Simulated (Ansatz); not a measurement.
An Ansatz (a quantum-chemistry and plane-wave program) run. Input:

Ansatz 0.2 input:
```yaml
crystal:
  lattice:
    - [2.7116137192, 1.5655509107, 4.3423191145]
    - [-2.7116137192, 1.5655509107, 4.3423191145]
    - [0.0, -3.1311018214, 4.3423191145]
  atoms:
    - { symbol: Sn, position: [0.5, 0.5, 0.5] }
    - { symbol: S, position: [0.2187909676, 0.2187909676, 0.2187909676] }
    - { symbol: S, position: [0.7812090324, 0.7812090324, 0.7812090324] }
    - { symbol: Sn, position: [0.0, 0.0, 0.0] }
    - { symbol: Ni, position: [0.0, 0.5, 0.5] }
    - { symbol: Ni, position: [0.5, 0.0, 0.5] }
    - { symbol: Ni, position: [0.5, 0.5, 0.0] }
kpoints:
  mp_grid: { grid: [7, 7, 7] }
  band_path:
    path:
      - [[0.0, 0.0, 0.0], [0.5, 0.5, 0.5], [0.7466771298, 0.2533228702, 0.5]]  # Γ-T-H_2
      - [[0.5, -0.2533228702, 0.2533228702], [0.5, 0.0, 0.0], [0.0, 0.0, 0.0], [0.3766614351, -0.3766614351, 0.0]]  # H_0-L-Γ-S_0
      - [[0.6233385649, 0.0, 0.3766614351], [0.5, 0.0, 0.5], [0.0, 0.0, 0.0]]  # S_2-F-Γ
    npoints: 10
basis: { xc_grid: 2 }
hamiltonian:
  xc: pbesol
  pseudopotentials: { kind: paw }
magnetization: { noncollinear: true, spin_orbit: true }
scf:
  n_extra_bands: 14
  convergence: { dr2_threshold: 0.0000000001 }
  occupations: { method: gaussian, width: 0.05 }
output: { eigenvalues: true }
```

Output (shortened):

```
Pseudopotential: Sn, paw_fr, valence charge 14
Pseudopotential: S, paw_fr, valence charge 6
Pseudopotential: Ni, paw_fr, valence charge 18
Functional definition: PBEsol
non-collinear run that drives no moment, with spin-orbit …
Crystal: 7 atoms, lattice volume = 110.603 Å³
Basis set: ecut = 420 eV, 2133 PW (Γ), exchange–correlation on 72×72×72 points (8 copies of the dense FFT grid, shifted against one another)
Bands: 108, of which v1, the nominal top of the filled ones, is band 94 counted from 1 (93 counted from 0)
Symmetry: 12 space group operations + 12 with time reversal
k-points: 44 of 343
Projection manifold: j_resolved (fully-relativistic pseudo-atomic orbitals)
SCF iter   1: F=—  HF=-31100.424737 eV  |F-HF|=—  |Δ(HF+E_count)|=         —  Δρ=2.04e-1  dr2=4.98e1  dr2_m=0.00e0 (ungated)  ethr=3.10e-3  |M|=0.00e0 ∫|m|=0.00e0 μB  |m|>n=0.0e0 m-floor=0.0e0 τ_xc=0.0e0  β_m=0.30  ⟨swp⟩=6.3  Hψ=10790  notcnv=0  defer=46
preconditioner: auto → Kerker (q_TF=auto, 2.655 Å⁻¹)
spin=Noncollinear: Kerker preconditioning applied to the charge; magnetization (m_x, m_y, m_z) channels mix plain (no charge-response kernel on spin).
SCF iter   2: F=—  HF=-31094.869398 eV  |F-HF|=—  |Δ(HF+E_count)|=    5.56e0  Δρ=6.05e-2  dr2=4.96e0  dr2_m=0.00e0 (ungated)  ethr=3.10e-3  |M|=0.00e0 ∫|m|=0.00e0 μB  |m|>n=0.0e0 m-floor=0.0e0 τ_xc=0.0e0  β_m=0.29  ⟨swp⟩=4.1  Hψ=5255  notcnv=0  defer=316
preconditioner: auto → Resta (q_TF=auto, 2.655 Å⁻¹)
spin=Noncollinear: Resta preconditioning applied to the charge; magnetization (m_x, m_y, m_z) channels mix plain (no charge-response kernel on spin).
SCF iter   3: F=—  HF=-31093.642198 eV  |F-HF|=—  |Δ(HF+E_count)|=    1.23e0  Δρ=3.66e-2  dr2=3.79e0  dr2_m=0.00e0 (ungated)  ethr=3.10e-3  |M|=0.00e0 ∫|m|=0.00e0 μB  |m|>n=0.0e0 m-floor=0.0e0 τ_xc=0.0e0  β_m=0.49  ⟨swp⟩=2.1  Hψ=3581  notcnv=0  defer=304
SCF iter   4: F=—  HF=-31092.570542 eV  |F-HF|=—  |Δ(HF+E_count)|=    1.07e0  Δρ=3.59e-2  dr2=9.45e-1  dr2_m=0.00e0 (ungated)  ethr=3.10e-3  |M|=0.00e0 ∫|m|=0.00e0 μB  |m|>n=0.0e0 m-floor=0.0e0 τ_xc=0.0e0  β_m=0.74  ⟨swp⟩=3.6  Hψ=3569  notcnv=0  defer=304
SCF iter   5: F=—  HF=-31092.540605 eV  |F-HF|=—  |Δ(HF+E_count)|=   2.99e-2  Δρ=1.25e-2  dr2=2.28e-1  dr2_m=0.00e0 (ungated)  ethr=1.01e-3  |M|=0.00e0 ∫|m|=0.00e0 μB  |m|>n=0.0e0 m-floor=0.0e0 τ_xc=0.0e0  β_m=0.66  ⟨swp⟩=2.1  Hψ=3147  notcnv=0  defer=304
SCF iter   6: F=—  HF=-31092.518235 eV  |F-HF|=—  |Δ(HF+E_count)|=   2.24e-2  Δρ=1.05e-2  dr2=1.30e-1  dr2_m=0.00e0 (ungated)  ethr=2.43e-4  |M|=0.00e0 ∫|m|=0.00e0 μB  |m|>n=0.0e0 m-floor=0.0e0 τ_xc=0.0e0  β_m=0.83  ⟨swp⟩=2.0  Hψ=2356  notcnv=0  defer=304
SCF iter   7: F=—  HF=-31092.503435 eV  |F-HF|=—  |Δ(HF+E_count)|=   1.48e-2  Δρ=2.51e-3  dr2=6.73e-3  dr2_m=0.00e0 (ungated)  ethr=1.38e-4  |M|=0.00e0 ∫|m|=0.00e0 μB  |m|>n=0.0e0 m-floor=0.0e0 τ_xc=0.0e0  β_m=0.81  ⟨swp⟩=2.0  Hψ=2874  notcnv=0  defer=304
SCF iter   8: F=—  HF=-31092.502764 eV  |F-HF|=—  |Δ(HF+E_count)|=   6.72e-4  Δρ=3.83e-4  dr2=1.50e-4  dr2_m=0.00e0 (ungated)  ethr=7.15e-6  |M|=0.00e0 ∫|m|=0.00e0 μB  |m|>n=0.0e0 m-floor=0.0e0 τ_xc=0.0e0  β_m=0.91  ⟨swp⟩=2.0  Hψ=3138  notcnv=0  defer=304
SCF iter  14: F=-31092.502704 eV  HF=-31092.502704 eV  |F-HF|=2.91e-11  |Δ(HF+E_count)|=  1.46e-11  Δρ=2.32e-7  dr2=4.12e-11  dr2_m=0.00e0 (ungated)  ethr=1.00e-12  |M|=0.00e0 ∫|m|=0.00e0 μB  |m|>n=0.0e0 m-floor=0.0e0 τ_xc=0.0e0  ⟨swp⟩=9.4  Hψ=8094  notcnv=0
SCF 1 converged in 14 iterations: F = -31092.502704 eV  dr2 = 4.12e-11
NSCF: frozen V_eff on 73 k-points
SCF converged after 14 iterations
Magnetization: |M| = 0.0000 μB,  M = (+0.0000, +0.0000, +0.0000) μB
Absolute magnetization: 0.0000 μB (∫|m|)
  site 0: m = (+0.0000, +0.0000, +0.0000) μB, |m| = 0.0000 μB  (R = 1.10 Å)
  site 1: m = (+0.0000, +0.0000, +0.0000) μB, |m| = 0.0000 μB  (R = 0.89 Å)
  site 2: m = (+0.0000, +0.0000, +0.0000) μB, |m| = 0.0000 μB  (R = 0.89 Å)
  site 3: m = (+0.0000, +0.0000, +0.0000) μB, |m| = 0.0000 μB  (R = 1.12 Å)
  site 4: m = (+0.0000, +0.0000, +0.0000) μB, |m| = 0.0000 μB  (R = 0.89 Å)
  site 5: m = (+0.0000, +0.0000, +0.0000) μB, |m| = 0.0000 μB  (R = 0.89 Å)
  site 6: m = (+0.0000, +0.0000, +0.0000) μB, |m| = 0.0000 μB  (R = 0.89 Å)
Free energy (F): -31092.502704 eV
Harris-Foulkes:  -31092.502704 eV  (|F-HF|=2.91e-11)
Internal energy: -31092.497343 eV  (E = F + TS)
E sigma→0 (E₀):  -31092.500024 eV
Entropy (-TS):   -0.005361 eV (-0.766 meV/atom)
Fermi energy:    13.601048 eV
--- Per-component energies (eV) ---
  E_band       = -1126.984867
  E_kinetic    = 1449.492894
  E_local      = -15836.019616  (includes V_loc(G=0)·N_el)
  E_nonlocal   = 1917.992112
  E_hartree    = 7177.181506
  E_xc         = -1208.208108
  E_vxc        = -701.519957  (∫ρ·V_xc dr)
  E_paw        = -14100.186884  (= ΣΔE_a)
  E_vpaw       = -2311.294008  (= ΣTr[D̂ρ^β])
  E_aug_tail   = 0.001626  (compensation charges beyond the density's cutoff)
  E_ewald      = -10494.046469
  E_core_change = 1.295595  (= ΣΔE_core)
  E_smearing   = -0.005361  (= −TS)
  E_closure    = 0.000000  (closes the sum)
  Σ components = -31092.502704   (vs F -31092.502704, Δ=0.00e0)
  [band-id]    e_kinetic+e_local+e_nonlocal+2·e_hartree+e_vxc+e_vpaw+e_augmentation_tail = -1126.983936   (vs E_band -1126.984867, Δ=9.31e-4)
--- Band table (eV; the first three rows and the last of 44) ---
  k-point 0: bands = ["-89.4595", "-89.4595", "-89.4541", "-89.4541", "-89.4541", "-89.4541", "-51.5335", "-51.5335", "-51.5297", "-51.5297", "-51.5134", "-51.5134", "-49.4483", "-49.4483", "-49.4221", "-49.4221", "-49.4218", "-49.4218", "-49.2005", …
  k-point 1: bands = ["-89.4593", "-89.4593", "-89.4543", "-89.4543", "-89.4541", "-89.4541", "-51.5330", "-51.5330", "-51.5293", "-51.5293", "-51.5142", "-51.5142", "-49.4471", "-49.4471", "-49.4231", "-49.4231", "-49.4219", "-49.4219", "-49.1995", …
  k-point 2: bands = ["-89.4586", "-89.4586", "-89.4550", "-89.4550", "-89.4541", "-89.4541", "-51.5321", "-51.5321", "-51.5280", "-51.5280", "-51.5163", "-51.5163", "-49.4439", "-49.4439", "-49.4260", "-49.4260", "-49.4218", "-49.4218", "-49.1968", …
  k-point 43: bands = ["-89.4592", "-89.4592", "-89.4543", "-89.4543", "-89.4541", "-89.4541", "-51.5330", "-51.5330", "-51.5294", "-51.5294", "-51.5142", "-51.5142", "-49.4471", "-49.4471", "-49.4231", "-49.4231", "-49.4219", "-49.4219", "-49.1996", …
```

Cost: about 5 core-minutes (a rough figure) on shared cores.

Space group R-3m. The workflow started from an entry of the Crystallography Open Database (COD). Its standing as an ambient phase is unchecked. Symmetry was held in the PBEsol relaxation; whether a distortion lowers the energy is not shown. No spin polarisation was allowed.

Potentials: the later of the program's two PAW sets.

Ansatz is a plane-wave DFT program.
